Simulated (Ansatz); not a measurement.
Computed with DFT, PBEsol, plane waves (420 eV) with PAW, scalar-relativistic in Ansatz. The PAW files were generated under PBE, with cores re-solved for the functional.

An element in the hcp structure gives this curve. The cell is scaled uniformly from the relaxed one, with fractional coordinates and shape fixed. Energies are extrapolated to zero smearing, pressures are those at the given smearing. Magnetic state: spin not included.

```json
{"V (Å³/atom)": "14.128", "E − E₀ (meV/atom)": "262.4", "P (GPa)": "49.04"}
{"V (Å³/atom)": "14.770", "E − E₀ (meV/atom)": "107.5", "P (GPa)": "29.25"}
{"V (Å³/atom)": "15.412", "E − E₀ (meV/atom)": "24.5", "P (GPa)": "13.11"}
{"V (Å³/atom)": "16.054", "E − E₀ (meV/atom)": "0.0", "P (GPa)": "-0.09"}
{"V (Å³/atom)": "16.696", "E − E₀ (meV/atom)": "23.3", "P (GPa)": "-10.87"}
{"V (Å³/atom)": "17.338", "E − E₀ (meV/atom)": "85.7", "P (GPa)": "-19.68"}
{"V (Å³/atom)": "17.981", "E − E₀ (meV/atom)": "180.0", "P (GPa)": "-26.85"}
```

**Question.** Which element is it?
A. titanium
B. silver
C. tungsten
D. gold

**Answer.** C. Its fit is V₀ = 16.04 Å³/atom, B₀ = 298 GPa, B₀′ = 4.0.
